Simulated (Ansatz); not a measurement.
**Data sheet: TaRu3 (DFT)**

TaRu3:
```cif
data_Ru3Ta
_chemical_formula_sum 'Ta1 Ru3'
_space_group_name_H-M_alt 'P 1'
_space_group_IT_number 1
_cell_length_a 3.82948
_cell_length_b 3.82948
_cell_length_c 3.82948
_cell_angle_alpha 90.000
_cell_angle_beta 90.000
_cell_angle_gamma 90.000
loop_
_space_group_symop_operation_xyz
  'x, y, z'
loop_
_atom_site_label
_atom_site_type_symbol
_atom_site_fract_x
_atom_site_fract_y
_atom_site_fract_z
_atom_site_occupancy
Ta1 Ta 0.50000 0.50000 0.50000 1
Ru1 Ru 0.50000 0.00000 0.00000 1
Ru2 Ru 0.00000 0.50000 0.00000 1
Ru3 Ru 0.00000 0.00000 0.50000 1
```

Space group Pm-3m (No. 221), Cu3Au type; conventional cell a = b = c = 3.829 Å, α = β = γ = 90.00°.

Method: the program Ansatz at the LDA level (PAW). The cell and atoms are relaxed at this level. Other levels are named where they apply.

### Cell and energy

* **Volume per atom**: 14.04 Å³
* **Density**: 14.32 g/cm³
* **Formation energy from the elements (no fitted shifts)**: -0.18 eV/atom

### Electronic structure

* **Electronic character**: metallic (no gap)
* **Density of states at the Fermi level**: 1.0 states/eV per atom (mean over ±0.08 eV)

### Mechanics

Bulk modulus (Birch–Murnaghan fit): 321 GPa
Pressure derivative B′: 4.5
Elastic constants (relaxed ions, GPa): C11 = 456, C12 = 254, C44 = 198
Mechanical stability: stable (all eigenvalues of C positive)
Hill bulk and shear moduli: 321 and 151 GPa
Young's modulus: 392 GPa
Poisson's ratio: 0.30
Debye temperature from the elastic constants: 447 K

### Phonons

* **Highest zone-centre frequency**: 27.0 meV
* **Zone-centre stability**: no imaginary mode at Γ

The workflow started from a Materials Project entry (that database holds measured and hypothetical structures alike); the Crystallography Open Database copy checked does not list it. Whether it is the stable phase at ambient conditions was not checked. The cell was relaxed with LDA under the symmetry of its start. No spin polarisation was allowed. As this level gives no gap, shear constants depend on the k-mesh and smearing (Fermi–Dirac, 0.1 eV here). As this level gives no gap, phonon frequencies hold no LO–TO term and depend on the k-mesh and smearing (Fermi–Dirac, 0.1 eV here). The references are the lowest solids computed at this level, not always the standard phases. Scalar-relativistic: spin–orbit coupling is off unless named, which matters more the heavier the elements.

Potentials: the later of the program's two PAW sets.
